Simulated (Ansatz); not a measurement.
input.yaml

```yaml
crystal:
  lattice:
    - [0.0, 2.2682668071, 2.2682668071]
    - [2.2682668071, 0.0, 2.2682668071]
    - [2.2682668071, 2.2682668071, 0.0]
  atoms:
    - { symbol: B, position: [0.0, 0.0, 0.0] }
    - { symbol: P, position: [0.25, 0.25, 0.25] }
basis:
  ecutwfc: 500
kpoints:
  mp_grid: { grid: [10, 10, 10] }
hamiltonian:
  xc: r2scan
scf:
  occupations: { method: gaussian, width: 0.02 }
  n_extra_bands: 12
output:
  forces: false
  stress: false
  eigenvalues: true
  optics: { e_range: [0, 14], sigma: 0.1, nscf_kmesh: { grid: [15, 15, 15] } }
checkpoint:
  read: start.run
  write: ck
  compress: false
  write_wavefunctions: false
  write_every: 100000
```

Run as
```bash
ansatz run input.yaml --threads 1 --pin off --max-ram 2560MiB --backend cpu --events-out ev --progress --plain --runs-dir out
```

Method: Ansatz 0.2.0, DFT r2SCAN, scalar-relativistic, plane waves, PAW.

From the run's log, abridged:

```
scf.n_extra_bands = 12 over 4 filled bands (N_el = 8.0): the run solves 16 bands
Pseudopotentials: kind: paw
Pseudopotential: B, paw, valence charge 3, recommended cutoff 500 eV (meta_gga)
Pseudopotential: P, paw, valence charge 5, recommended cutoff 500 eV (meta_gga)
Functional definition: r2SCAN
Crystal: 2 atoms, lattice volume = 23.341 Å³
Basis set: ecut = 500 eV, 609 PW (Γ), exchange–correlation on 96×96×96 points (64 copies of the dense FFT grid, shifted against one another)
Bands: 16, of which v1, the nominal top of the filled ones, is band 4 counted from 1 (3 counted from 0)
Symmetry: 24 space group operations
Space group: F-43m (ITA 216), of the structure as read, at distance tolerance 2.9e-5 Å
k-points: 47 of 1000 (time reversal used)
Initial density: read from a saved state, or passed on in memory by an earlier SCF of this step, an earlier step, the calling program or the single point that the run made first
Stability of the state it starts from, as read at its close in the unpolarized treatment: not read negative (Ritz values of 1 − χ₀K, real part plus size of imaginary part, from 0.85 to 1.5, by its mixing steps under the symmetry group of the SCF that read it)
Initial wavefunctions: pseudopotential atomic-orbital guess
Functional: x = r2scan, c = r2scan; τ floored in thin density (d = 2e-4 eV/Å³)
SCF iter   1: F=—  HF=-916.687138 eV  |F-HF|=—  |Δ(HF+E_count)|=         —  Δρ=6.75e-6  dr2=4.32e-9  dr2_τ=3.70e-10  ethr=6.35e-7  ⟨swp⟩=3.6  Hψ=7756  notcnv=0
SCF iter   2: F=—  HF=-916.687138 eV  |F-HF|=—  |Δ(HF+E_count)|=   5.16e-7  Δρ=3.11e-6  dr2=7.80e-10  dr2_τ=5.69e-11  ethr=5.39e-11  ⟨swp⟩=2.7  Hψ=1017  notcnv=0
SCF iter   3: F=—  HF=-916.687138 eV  |F-HF|=—  |Δ(HF+E_count)|=   1.23e-9  Δρ=6.56e-7  dr2=6.09e-11  dr2_τ=5.25e-12  ethr=9.75e-12  ⟨swp⟩=2.3  Hψ=948  notcnv=0
SCF iter   4: F=-916.687138 eV  HF=-916.687138 eV  |F-HF|=2.05e-12  |Δ(HF+E_count)|=  3.38e-11  Δρ=1.42e-7  dr2=1.87e-12  dr2_τ=2.65e-13  ethr=1.00e-12  ⟨swp⟩=3.0  Hψ=2033  notcnv=0
SCF 1 converged in 4 iterations: F = -916.687138 eV  dr2 = 1.87e-12
SCF converged after 4 iterations
Free energy (F): -916.687138 eV
Harris-Foulkes:  -916.687138 eV  (|F-HF|=2.05e-12)
Internal energy: -916.687138 eV  (E = F + TS)
E sigma→0 (E₀):  -916.687138 eV
Fermi energy:    9.955065 eV
--- Per-component energies (eV) ---
  E_band       = 19.155588
  E_kinetic    = 121.489389
  E_local      = -66.749191  (includes V_loc(G=0)·N_el)
  E_nonlocal   = 44.163203
  E_hartree    = 17.036866
  E_xc         = -91.101328
  E_vxc        = -108.134255  (∫ρ·V_xc dr)
  E_paw        = -655.832990  (= ΣΔE_a)
  E_vpaw       = -10.620939  (= ΣTr[D̂ρ^β])
  E_aug_tail   = -0.000001  (compensation charges beyond the density's cutoff)
  E_vtau       = 4.933644  (kinetic-family band-sum trace: ∫τ·v_τ [+ j·A + Jᵃ·Aᵃ] dr)
  E_ewald      = -285.583800
  E_core_change = -0.109284  (= ΣΔE_core)
  E_smearing   =  0.000000  (= −TS)
--- Band table (eV; the first three rows and the last of 47) ---
  k-point 0: bands = ["-7.0381", "9.2477", "9.2477", "9.2477", "12.8493", "12.8493", "12.8493", "17.2431", "21.6632", "21.7467", "21.7467", "25.8830", "25.8830", "25.8830", "31.8093", "41.3631"]
  k-point 1: bands = ["-6.8486", "7.8707", "8.9337", "8.9337", "13.2843", "13.2843", "13.3450", "17.7846", "21.0981", "21.0981", "22.2542", "25.4453", "27.1475", "27.1475", "32.8642", "40.3038"]
  k-point 2: bands = ["-6.2874", "5.4015", "8.3384", "8.3384", "13.5968", "14.0496", "14.0496", "19.0333", "20.5182", "20.5182", "23.1044", "25.6659", "29.6161", "29.6161", "34.8596", "38.2853"]
  k-point 46: bands = ["-1.6161", "0.5514", "3.4487", "3.6193", "14.2027", "15.0408", "17.9909", "18.5062", "22.9076", "26.3176", "26.6513", "30.9450", "32.3424", "34.2152", "35.5514", "36.3811"]
```

Self-consistency was reached.

Time: 19 s on 1 thread of AMD EPYC 7R43 64-Core Processor (Zen 3) (shared host), peak memory 0.62 GiB.

The run starts from the saved density of an earlier one, so iterations and time are fewer than from atoms.